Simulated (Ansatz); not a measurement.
Relaxed-ion elastic tensor of Li (bcc (W type), Im-3m) in GPa (Voigt order), DFT-PBE+D3(BJ) in the program Ansatz with PAW potentials; density 0.63 g/cm³, 18.33 Å³ per atom.

```
      1     2     3     4     5     6
-  ----  ----  ----  ----  ----  ----
1  16.4  15.2  15.2   0.0   0.0   0.0
2  15.2  16.4  15.2   0.0   0.0   0.0
3  15.2  15.2  16.4   0.0   0.0   0.0
4   0.0   0.0   0.0  11.7   0.0   0.0
5   0.0   0.0   0.0   0.0  11.7   0.0
6   0.0   0.0   0.0   0.0   0.0  11.7
```

Q: Is the crystal mechanically stable?

A: Yes: the smallest eigenvalue of C is 1.2 GPa.

Q: Work out the Voigt and Reuss bounds. Is their mean of use?

A: K_V = 15.6, K_R = 15.6; G_V = 7.3, G_R = 1.4 GPa. The bounds lie so far apart that a Hill average or a Debye temperature from it would say little.

The PBE+D3(BJ) relaxation kept the symmetry of its start. The pairwise dispersion correction was not fitted to metals. As this level gives no gap, shear constants depend on the k-mesh and smearing (Fermi–Dirac, 0.1 eV here).

Potentials: the later of the program's two PAW sets.
